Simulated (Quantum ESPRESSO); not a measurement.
Parts of the isotropic shielding in ZnS, by GIPAW with PBE in a modified build of Quantum ESPRESSO, on JTH PAW datasets, 20 Ha, k-mesh 8×8×4 shifted:

```yaml
crystal:
  lattice:
    - [3.80580, 0.00000, 0.00000]
    - [-1.90290, 3.29592, 0.00000]
    - [0.00000, 0.00000, 6.23798]
  atoms:
    - { symbol: Zn, position: [0.33333, 0.66667, 0.00014] }
    - { symbol: Zn, position: [0.66667, 0.33333, 0.50014] }
    - { symbol: S, position: [0.33333, 0.66667, 0.36845] }
    - { symbol: S, position: [0.66667, 0.33333, 0.86845] }
```
The cell was made here from a computed Materials Project entry: S3 and its equivalents moved by 0.04 Å along (0.00, 0.00, -1.00), space group kept. The parent is ZnS in P6₃mc. Stability against distortions was not tested.

The core term is that of the free atom's frozen core; the paramagnetic column sums the reconstruction terms. Shieldings are absolute and leave out the bulk-susceptibility term; a larger σ means a smaller chemical shift. By our sweeps, such settings leave a few ppm in absolute σ on light atoms and up to some 20 ppm from Zn on. No d partial waves on S: the paramagnetic term there is incompletely reconstructed. Static lattice: thermal averaging is not included.

```json
[
 {"site": "Zn (atoms 1, 2)", "core": "2275.3", "bare (smooth current)": "22.5", "diamagnetic correction": "234.8", "paramagnetic corrections": "___", "σ_iso (ppm)": "___"},
 {"site": "S (atoms 3, 4)", "core": "979.8", "bare (smooth current)": "39.3", "diamagnetic correction": "-10.2", "paramagnetic corrections": "___", "σ_iso (ppm)": "___"}
]
```

Problem. Some entries are withheld; supply them.

Solution. 
- Zn (atoms 1, 2), paramagnetic corrections: -1312.0
- Zn (atoms 1, 2), σ_iso (ppm): 1220.6
- S (atoms 3, 4), paramagnetic corrections: -363.6
- S (atoms 3, 4), σ_iso (ppm): 645.3
